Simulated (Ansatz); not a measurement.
# Relaxing a structure of KBr

The start is a relaxed KBr cell, doubled along one cell vector, shaken by Gaussian noise of σ = 0.08 Å a coordinate. A full variable-cell relaxation at zero pressure is run with r2SCAN (plane waves to 500 eV, PAW, scalar-relativistic; Ansatz, a quantum-chemistry and plane-wave program). The first steps use a coarse 6×6×3 k-mesh.

Initial structure:
```
KBr
1.0
    0.00000     3.30370     3.30370
    3.30370     0.00000     3.30370
    6.60741     6.60741     0.00000
Br K
2 2
Direct
  0.01596   0.99971   0.98996
  0.02891   0.99853   0.48588
  0.51101   0.51635   0.23631
  0.51471   0.51808   0.74154
```

- Energy released: 3 meV/atom
- Relative to the parent: It returns to the parent structure, Fm-3m (No. 225)
- Shortest distances (start → end): The closest pairs of elements (up to four, under 3.6 Å), start → end: Br–K 3.23 → 3.30 Å
- Band gap at the end: 5.06 eV, direct at Γ (no spin-orbit coupling)
- Optimiser moves: 2

The end point of the relaxation:

```cif
data_Br4K4
_chemical_formula_sum 'Br4 K4'
_space_group_name_H-M_alt 'Fm-3m'
_space_group_IT_number 225
_space_group_name_Hall '-F 4 2 3'
_cell_length_a 6.60971
_cell_length_b 6.60971
_cell_length_c 6.60971
_cell_angle_alpha 90.000
_cell_angle_beta 90.000
_cell_angle_gamma 90.000
loop_
_atom_site_label
_atom_site_type_symbol
_atom_site_symmetry_multiplicity
_atom_site_Wyckoff_symbol
_atom_site_fract_x
_atom_site_fract_y
_atom_site_fract_z
_atom_site_occupancy
Br1 Br 4 a 0.00000 0.00000 0.00000 1
K1 K 4 b 0.50000 0.50000 0.50000 1
```
(The calculation used a cell of 2 atoms; values per cell refer to that cell.)

Final values are on a 9×9×9 k-mesh of the relaxed cell. No spin polarisation in the result.
